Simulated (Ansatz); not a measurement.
Theory: DFT PBE, scalar-relativistic, plane waves, PAW in Ansatz. All cells share a 420 eV cutoff and Γ-centred k meshes spaced at most about 0.3 Å⁻¹ (about 0.25 or finer for metals, 2π included). No spin polarisation in the final relaxations.

All energies are static (0 K, no zero-point motion).

Two forms of BaBe5 were relaxed alike.

A.

Space group Pmmm (No. 47). a = 3.622 Å, b = 4.171 Å, c = 6.128 Å, α = 90.00°, β = 90.00°, γ = 90.00°
```json
{"atom": "Ba", "site": "1e", "symmetry": "mmm", "x": "0.0000", "y": "0.5000", "z": "0.0000"}
{"atom": "Be", "site": "2n", "symmetry": "m2m", "x": "0.0000", "y": "0.7593", "z": "0.5000"}
{"atom": "Be", "site": "1h", "symmetry": "mmm", "x": "0.5000", "y": "0.5000", "z": "0.5000"}
{"atom": "Be", "site": "2s", "symmetry": "mm2", "x": "0.5000", "y": "0.0000", "z": "0.3381"}
```

B.

Space group P6/mmm (No. 191). a = 5.141 Å, b = 5.141 Å, c = 3.730 Å, α = 90.00°, β = 90.00°, γ = 120.00°
| atom | site | symmetry | x | y | z |
| --- | --- | --- | --- | --- | --- |
| Ba | 1a | 6/mmm | 0.0000 | 0.0000 | 0.0000 |
| Be | 2c | -6m2 | 0.3333 | 0.6667 | 0.0000 |
| Be | 3g | mmm | 0.5000 | 0.0000 | 0.5000 |

Question: Which is lower in energy, and by how much?

Answer: A is lower, by 286 meV/atom. A has space group Pmmm (No. 47), 15.4 Å³/atom and no gap on its mesh; B has the CaCu5 type, space group P6/mmm (No. 191), 14.2 Å³/atom and no gap. Counting all near atoms (those within 1.25 times the shortest distance at each site; a plus sign parts nearer from farther groups; a slash parts the counts of unlike sites), A has Ba 18, Be 1+6/8 and B has Ba 18, Be 8/6+6. The lower one is the more open, so pressure narrows the difference. Even the lower one lies +0.18 eV/atom against the reference forms of the elements (uncorrected), so neither is stable at this level. In A, Ba has 4 Be at 3.25 Å, 12 Be at 3.45–3.56 Å, 2 Ba at 3.62 Å and 2 Ba at 4.17 Å; Be on a site of symmetry m2m is surrounded by 4 Be at 2.01–2.16 Å, 4 Be at 2.30 Å and 2 Ba at 3.25 Å; Be on a site of symmetry mmm has 4 Be at 2.11 Å, 4 Be at 2.31 Å and 4 Ba at 3.56 Å; 1 more site not described. In B, Ba has 6 Be at 2.97 Å, 12 Be at 3.18 Å and 2 Ba at 3.73 Å; around Be on a site of symmetry -6m2 lie 6 Be at 2.38 Å, 3 Ba at 2.97 Å and 3 Be at 2.97 Å; around Be on a site of symmetry mmm lie 4 Be at 2.38 Å, 4 Be at 2.57 Å and 4 Ba at 3.18 Å. Both come from invented guesses.

Cells relaxed within their symmetry can be saddle points. The Pmmm cell of BaBe5 came from shaking the P6/mmm one.
